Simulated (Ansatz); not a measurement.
AlCu (space group C2/m)

```
CELL_PARAMETERS angstrom
      5.97605    -2.03048     0.00000
      5.97605     2.03048     0.00000
     -3.90277     0.00000     5.60677
ATOMIC_POSITIONS crystal
  Cu 0.00000 0.00000 0.00000
  Cu 0.25813 0.25813 0.23902
  Cu 0.74187 0.74187 0.76098
  Cu 0.10932 0.10932 0.77239
  Cu 0.89068 0.89068 0.22761
  Al 0.50000 0.50000 0.50000
  Al 0.15535 0.15535 0.45983
  Al 0.84465 0.84465 0.54017
  Al 0.37751 0.37751 0.99422
  Al 0.62249 0.62249 0.00578
```

The volume is varied about the relaxed value V₀ at fixed cell shape. The atoms relax within the cell's symmetry.

Method: PBEsol (plane waves to 420 eV, PAW, scalar-relativistic; Ansatz, a first-principles code). k mesh 12×12×9 (Γ-centred), Fermi-Dirac smearing 0.05 eV. The energy includes the smearing's −TS. Stress and pressure are positive under compression. With the shape held, the modulus is that of even scaling; a crystal free to change shape is softer. AlCu is run without spin polarisation. AlCu was relaxed with its symmetry unable to fall. The zero of ΔE is the relaxed starting cell. The last digit holds for this mesh only.

| V (Å³/atom) | ΔE (meV/atom) |
|---|---|
| 12.246 | 65.1 |
| 12.473 | 43.7 |
| 12.700 | 27.1 |
| 12.926 | 14.7 |
| 13.153 | 6.3 |
| 13.380 | 1.5 |
| 13.607 | 0.0 |
| 13.834 | 1.5 |
| 14.060 | 5.6 |
| 14.287 | 12.3 |
| 14.514 | 21.2 |
| 14.741 | withheld |
| 14.967 | 44.9 |

Q: Fit a third-order Birch-Murnaghan form (E₀, V₀, B₀, B₀′ free) to the given rows and predict ΔE at V = 14.741.

A: Least squares on the 12 given rows: ΔE = E₀ + (9V₀B₀/16)·y²·[2 + (B₀′ − 4)y], y = (V₀/V)^(2/3) − 1, with V₀ = 13.606 Å³/atom, B₀ = 126.2 GPa (160.2 GPa = 1 eV/Å³; the term in eV is multiplied by 1000), B₀′ = 4.58, E₀ = 0.01 meV/atom; root-mean-square residual 0.04 meV/atom. At 14.741 the fit gives 32.1 meV/atom; the calculation gives 32.1 meV/atom, the same to the digits shown. For the pressure the fit gives -8.4 GPa against the computed -8.4 GPa.

(A scan under strain: stresses follow from slopes of the energy per volume, elastic moduli from its curvatures.)
